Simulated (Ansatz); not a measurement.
HgS:
```yaml
crystal:
  lattice:
    - [4.16168, 0.00000, 0.00000]
    - [-2.08084, 3.60412, 0.00000]
    - [0.00000, 0.00000, 9.50325]
  atoms:
    - { symbol: Hg, position: [0.71347, 0.00000, 0.66667] }
    - { symbol: Hg, position: [0.00000, 0.71347, 0.33333] }
    - { symbol: Hg, position: [0.28653, 0.28653, 0.00000] }
    - { symbol: S, position: [0.49873, 0.00000, 0.16667] }
    - { symbol: S, position: [0.00000, 0.49873, 0.83333] }
    - { symbol: S, position: [0.50127, 0.50127, 0.50000] }
```

Relaxed with PBE+D3(BJ). Special points in fractions of this cell's reciprocal vectors: Γ (0.000, 0.000, 0.000); M (0.500, 0.000, 0.000); K (0.333, 0.333, 0.000); A (0.000, 0.000, 0.500); L (0.500, 0.000, 0.500); H (0.333, 0.333, 0.500).

Question: List the band energies nearest the valence-band maximum at these points for DFT-PBE+D3(BJ) in the program Ansatz with PAW potentials.

Answer: In eV from the valence-band maximum; about four levels below and three above (degenerate sets whole), none deeper than 8.9 eV; points with the same levels are listed once.

```csv
k,below,above
Γ,-1.41 -0.35 -0.04 -0.04,1.25 3.25 3.25
M,-2.03 -1.11 -0.75 -0.65,1.67 2.90 2.94
K,-2.58 -2.58 -1.30 -0.81 -0.81,2.40 2.69 2.69
A,-1.29 -1.29 -0.10 -0.04 -0.04,2.16 2.16 3.03
L,-1.76 -1.75 -0.73 -0.66,1.92 2.52 3.19
H,-2.00 -1.95 -1.95 -0.54,2.61 3.27 3.27
```

Space group P3_221. The PBE+D3(BJ) relaxation kept the symmetry of its start; of distortions, only those at the zone centre were tested. Spin–orbit coupling is left out wherever it is not named.

Potentials: the later of the program's two PAW sets.
